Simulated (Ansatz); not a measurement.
**Structure relaxation, Cu**

The start is a relaxed Cu cell, doubled along one cell vector, shaken by Gaussian noise of σ = 0.08 Å a coordinate. The structure is fully relaxed (lattice and positions, P = 0) with r2SCAN (plane waves to 500 eV, PAW, scalar-relativistic; Ansatz, a quantum-chemistry and plane-wave program). First-step values are on the input's coarse k-mesh.

Ansatz input (later rounds restart from its end on a renewed k-mesh):
Ansatz 0.2 input:
```yaml
crystal:
  lattice:
    - [2.3692663756, 0, 0]
    - [0, 4.7385327512, 0]
    - [0, 0, 2.3692663756]
  atoms:
    - { symbol: Cu, position: [0.4641487106, 0.2622405743, 0.5042447458] }
    - { symbol: Cu, position: [0.5235387584, 0.756556351, 0.5396086853] }
basis: { ecutwfc: 500, ecutrho_ratio: 4, xc_grid: 4, fft_grid_basis: typed }
kpoints: { mp_grid: { grid: [14, 7, 14] } }
hamiltonian:
  xc: r2scan
  dispersion: none
  pseudopotentials: { kind: paw }
scf: { occupations: { method: fermi_dirac, width: 0.05 } }
relax: { f_tol: 0.01, max_steps: 100, cell: { stress_tol: 0.02 } }
output: { forces: true, stress: true }
```

Q: What is the largest force in the starting geometry, and on which atom (counted from 1)?

A: 0.25 eV/Å, on Cu1, Cu2 (atoms numbered as listed).

Q: By how much does the energy per atom fall from start to end?

A: 0.51 eV/atom.

Q: How does the volume change?

A: -14.0 %, from 13.30 to 11.44 Å³/atom.

Q: What band gap does the relaxed structure have at this level?

A: No gap (metallic).

Final values are on a 22×22×22 k-mesh of the relaxed cell. No spin polarisation in the result.

The run could not lose the symmetry of its start.

Of the parent cell (Pm-3m (No. 221)): it is a generated cell of Cu: the first start was made by a random draw of sites in a space group, and the end was not matched to a known phase here, so it may be hypothetical. Known forms of Cu include space group No. 225.
